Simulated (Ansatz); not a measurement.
In r²SCAN+D4 (plane waves, PAW; program Ansatz), GeBCN in the trigonal phase (P3m1; B on 1b, Ge on 1c, C on 1b, N on 1c) relaxes to a = 2.952 Å, c = 4.774 Å. Ge has 4 nearest neighbours from 1.85 Å (tetrahedral); N has 4 nearest neighbours from 1.79 Å (tetrahedral). Against the elements it lies at 80 meV/atom, with no fitted shifts.

The Kohn–Sham gap is 2.52 eV (indirect). The valence maximum lies at Γ and the conduction minimum at L (3 equivalent valleys). The screened hybrid HSE06 puts the gap at 3.20 eV. Gap from r²SCAN+D4 with spin–orbit coupling: 2.51 eV. Electrons at the band edge weigh 0.34, 0.53, 13 mₑ (principal values).

The start of the workflow was typed in or built on a structure type; neither database checked (COD, Materials Project) lists it. Whether it is the stable phase at ambient conditions was not checked. Symmetry was held in the r²SCAN+D4 relaxation; its stability against distortions is not shown here. The volume moved by -16 % from the start of the relaxation. The references are the lowest solids computed at this level, not always the standard phases (solids in place of the gases). Spin–orbit coupling is left out wherever it is not named.

Potentials: the earlier of the program's two PAW sets. The files were generated under PBE; for other functionals the program regenerates the frozen cores, and for LDA and PBEsol the local potential too.
